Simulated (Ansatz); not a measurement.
NbCuN₂ in space group R-3m (No. 166; Nb on 3b, Cu on 3a, N on 6c), DFT-r²SCAN in the program Ansatz with PAW potentials. The conduction-band minimum lies at L, with 3 equivalent valleys. Second derivatives d²E/dk² of the lowest band at one valley (eV·Å²), along Cartesian directions:

```tsv
direction	d²E/dk²
[100]	19.92
[010]	33.04
[001]	23.07
[110]	26.51
[101]	21.50
[011]	7.758
```

### Question
Find the principal effective masses, the density-of-states mass and the conductivity mass.

### Answer
Off-diagonal terms follow from H_xy = H[110] − (H_xx + H_yy)/2, and m*/mₑ = 7.620 eV·Å² over each eigenvalue: 0.16, 0.38, 1.1. One valley's DOS mass (m₁m₂m₃)^(1/3) = 0.40, conductivity mass 3/(Σ 1/mᵢ) = 0.30 mₑ.

### Question
What effective density of states Nc follows at 300 K for parabolic valleys?

### Answer
Nc = 2.509e19 × 3 × (0.40)^(3/2) ≈ 1.9e19 cm⁻³.

The start of the workflow was typed in or built on a structure type; neither database checked (COD, Materials Project) lists it. Whether it is the stable phase at ambient conditions was not checked. Symmetry was held in the r²SCAN relaxation; whether a distortion lowers the energy is not shown. The workflow began spin-polarised and lost its moments. Spin–orbit coupling is left out wherever it is not named.

Potentials: the later of the program's two PAW sets.

Edges and masses are those of Kohn–Sham bands, whose gap is no quasiparticle gap.
